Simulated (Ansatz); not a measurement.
A geometry of Ag away from equilibrium: step 2 of the relaxation of a relaxed Ag cell shaken by Gaussian noise of σ = 0.08 Å a coordinate. Level of theory: r2SCAN (plane waves to 500 eV, PAW, scalar-relativistic; Ansatz, an electronic-structure program). Γ-centred k-mesh 6×6×6 on the run's cell (coarser than for final values), Fermi–Dirac smearing 0.05 eV.

```xyz
8
Lattice="5.1998 -0.0195 -0.0194 -0.0195 5.2436 0.0660 -0.0194 0.0660 5.1800" Properties=species:S:1:pos:R:3:forces:R:3 pbc="T T T" free_energy=-60831.233 pressure_GPa=1.5
Ag     1.2605    -0.0194     2.5876    0.5649    0.0488   -0.0051
Ag     3.9039    -0.0025     2.5082   -0.5444    0.0255    0.0743
Ag     0.0313     2.5310     1.3658   -0.1046   -0.0304   -0.6735
Ag     0.0064     2.7884     3.8983   -0.0819   -0.0457    0.6379
Ag     2.5934     1.3046     0.1069    0.0119   -0.1645   -0.1147
Ag     2.5348     3.9137    -0.0222    0.0517    0.1604   -0.0440
Ag    -0.0284     0.0060    -0.0266    0.0012    0.0376   -0.0282
Ag     2.5970     2.6278     2.6047    0.1012   -0.0316    0.1531
```

Positions in Å, forces in eV/Å, free energy of the cell in eV (comparable only within this code, potentials and settings). Largest force: 0.68 eV/Å, on Ag3 (atoms numbered as listed); the geometry lies 0.03 eV/atom above the end of its relaxation.

No spin polarisation in the result.

The end of the path is a generated cell of Ag: the first start was made by placing the elements on the sites of a structure type, and the end was not matched to a known phase here, so it may be hypothetical. Known forms of Ag include space group No. 225.
